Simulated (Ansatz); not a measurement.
InMo2C:
```xyz
8
Lattice="3.1124 0.0000 0.0000 -1.5562 2.6954 0.0000 0.0000 0.0000 13.9538" Properties=species:S:1:pos:R:3 pbc="T T T"
In     0.0000     1.7970    10.4653
In     1.5562     0.8985     3.4884
Mo     0.0000     1.7970     1.1221
Mo     1.5562     0.8985     8.0990
Mo     1.5562     0.8985    12.8317
Mo     0.0000     1.7970     5.8548
C      0.0000     0.0000     0.0000
C      0.0000     0.0000     6.9769
```

Relaxed with r²SCAN.

Problem. Map the valence electron density (e/Å³), cut off at 2 on the plane through (0.333, 0.667, 0.750) spanned by u = [0, 0, 1] and v = [1, -1, 0] in lattice vectors, from the program Ansatz at the r²SCAN level (PAW).

Solution. x is the fraction of u, y of v (the angle between them is 90°; rows are the nearest grid lines); atoms in the plane: In at (0.00, 0.00), In at (0.50, 0.33), Mo at (0.33, 0.00), Mo at (0.83, 0.33), Mo at (0.17, 0.33), Mo at (0.67, 0.00), C at (0.25, 0.67), C at (0.75, 0.67).
```
|9991000000199999300000039999910000001999|
|9991000000189999200000029999810000001999|
|9961000000159999200000029999510000001699|
|6310000011225862000000002685221100000136|
|1100000012333320000000000233332100000011|
|0000000124542100000000000012454210000000|
|0000000136763100000000000013676310000000|
|0000000137774100000000000014777310000000|
|0000000147674100000000000014767410000000|
|0000000136763100000000000013676310000000|
|0000000124542100000000000012454210000000|
|0000002333321000000110000001233332000000|
|0000026852211000001331000001122586200000|
|0000159993110000002992000000113999510000|
|0000299995100000016996100000015999920000|
|0000399999100000019999100000019999930000|
|0000299998100000019999100000018999920000|
|0000299995100000016996100000015999920000|
|0000159993100000013993100000013999510000|
|1100026741111221001441001221111476200011|
|6410012211114762000110002674111122100146|
|9961000000159999200000029999510000001699|
|9991000000189999200000029999810000001999|
|9991000000199999300000039999910000001999|
```
Scale: ten equal steps from 0.107 (start of '0') to 2.00 (end of '9'), in the order '0123456789'; x runs from 0.000 to 1.00, y from 0.000 (bottom) to 1.00 (top).

The density is the valence pseudo-density with augmentation charge, so density and ELF within about 1 Å of a nucleus are not all-electron values.

Space group P6_3/mmc. The start of the workflow was typed in or built on a structure type; neither database checked (COD, Materials Project) lists it. Whether it is the stable phase at ambient conditions was not checked. The cell was relaxed with r²SCAN under the symmetry of its start; whether a distortion lowers the energy is not shown. The run is not spin-polarised.

Potentials: the earlier of the program's two PAW sets.
